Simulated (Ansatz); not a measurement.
Pb₂Au in space group I4/mcm (No. 140; Pb on 8h, Au on 4a) under volume change, r²SCAN in the plane-wave PAW code Ansatz, shape and atoms relaxed at each volume.

```tsv
V (Å³/atom)	E − E(relaxed) (meV/atom)	P (GPa)
23.860	…	…
24.646	…	…
25.433	5.0	2.09
26.219	0.0	0.00
27.006	4.4	-1.73
27.793	16.5	-3.14
28.579	34.9	-4.32
```

**Question.** What belongs in the gaps?

**Answer.** 
- 24.646, E − E(relaxed) (meV/atom): 21.2
- 24.646, P (GPa): 4.60
- 23.860, E − E(relaxed) (meV/atom): 50.9
- 23.860, P (GPa): 7.62

**Question.** What does a third-order Birch–Murnaghan fit give for V₀, B₀ and B′?

**Answer.** V₀ = 26.22 Å³/atom, B₀ = 62.9 GPa, B′ = 5.3.

The workflow started from a Materials Project entry (that database holds measured and hypothetical structures alike); the Crystallography Open Database files this formula in space group No. 140, but the cells were not matched. Whether it is the stable phase at ambient conditions was not checked. Symmetry was held in the r²SCAN relaxation; its stability against distortions is not shown here. Scalar-relativistic: spin–orbit coupling is off unless named, which matters more the heavier the elements.

Potentials: the later of the program's two PAW sets.
